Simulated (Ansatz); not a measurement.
A generator proposed this cell of Ba2Y3Si4.

```
Ba Y Si
1.0
     3.24814    0.00000    0.00000
    -1.62407    2.81297    0.00000
     0.00000    0.00000   30.07816
Ba Y Si
2 3 4
Cartesian
  0.0000 0.0000 16.8376
  0.0000 0.0000 13.2406
  0.0000 0.0000 8.0805
  0.0000 0.0000 21.9976
  0.0000 1.8753 15.0391
  0.0000 1.8753 6.4981
  0.0000 1.8753 20.4140
  0.0000 1.8753 9.6642
  0.0000 1.8753 23.5801
```

Level of theory: DFT PBE, scalar-relativistic, plane waves, PAW in Ansatz. Settings: cutoff 420 eV, Γ-centred mesh 6×6×1 on the computed 9-atom cell, Gaussian smearing of 0.10 eV; no spin polarisation.

The zero of energy is the elements' standard structures at the same level; no fitted shifts are applied.

Question: What does a single point on this coarse mesh give?

Answer: The pressure is 27.8 GPa (the mean over three directions, positive in compression), the largest force is 7.73 eV/Å, and the energy is +2.12 eV/atom against the elements. The shortest distance is 2.45 Å.

Question: Is it a good guess?

Answer: A poor one: relaxing gains about 1.8 eV/atom (the start's value is from the coarse mesh, so the gain is rough) in 17 ionic steps and ends at +0.37 eV/atom on the finer mesh. The symmetry stays P-6m2 (No. 187). The volume per atom grows by 32.0 %, from 30.5 to 40.3 Å³. The shortest distance goes from 2.45 Å (Y–Si) to 2.97 Å (Y–Si). Conventional cell: a = 3.542 Å, c = 33.389 Å. Ba is surrounded by 3 Si at 3.28 Å, 6 Ba at 3.54 Å and 3 Y at 4.14 Å; Y on a site of symmetry 3m has 6 Si at 2.97–3.02 Å and 6 Y at 3.54 Å; Si on its first site has 3 Y at 2.97 Å and 6 Si at 3.54 Å; 2 more sites not described.

The last run used a 12×12×2 mesh (in the run's order of axes) for its 9-atom cell and Gaussian smearing of 0.10 eV. No dispersion correction is applied, so the spacing and binding between layers, chains or molecules are poorly described. The cell is a metal run without spin; a magnetic state may lie lower. The relaxation can't lower the symmetry of the start, and the grade says only how near the guess is to its own end. A structure relaxed within its symmetry needn't be a true minimum.
